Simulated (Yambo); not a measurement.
Yambo run on YOF (space group R-3m, No. 166). The wavefunctions are PBEsol (Quantum ESPRESSO, PseudoDojo norm-conserving, 84 Ry, scalar-relativistic) ones on a 4×4×4 mesh (24 occupied bands); a = b = c = 6.6671 Å, α = β = γ = 33.08°.

Yambo input:

```
rim_cut
gw0
dyson
el_el_corr
HF_and_locXC
cohsex
em1s
RandQpts= 1000000
RandGvec= 1 Ry
EXXRLvcs= 84 Ry
VXCRLvcs= 336 Ry
Chimod= "HARTREE"
% BndsRnXs
 1 | 123 |
%
NGsBlkXs= 7 Ry
% LongDrXs
 1.0 | 1.0 | 1.0 |
%
ExtendOut
% QPkrange
 6 | 6 | 24 | 25 |
 12 | 12 | 25 | 25 |
%
```

k points by index: 6 = (0, 0.25, -0.25), 12 = (0.25, -0.5, -0.25).

The o-*.qp file then holds:

```
#    K-point    Band    Eo [eV]    E [eV]    E-Eo [eV]    Vxc [eV]    Vnlxc [eV]    Sc|Eo [eV]    Re(Z)    Im(Z)
#
    6    24    0.000000    -2.620198    -2.620198    -19.46586    -24.82580    2.739743    1.000000    0.000000
    6    25    5.379024    5.749608    0.370584    -13.14465    -7.897127    -4.876941    1.000000    0.000000
    12    25    5.339749    5.704472    0.364723    -13.11518    -7.873974    -4.876480    1.000000    0.000000
```
(The two width columns are left out.) Convergence of these settings isn't established.

Geometry of the Materials Project entry, not relaxed at this level.
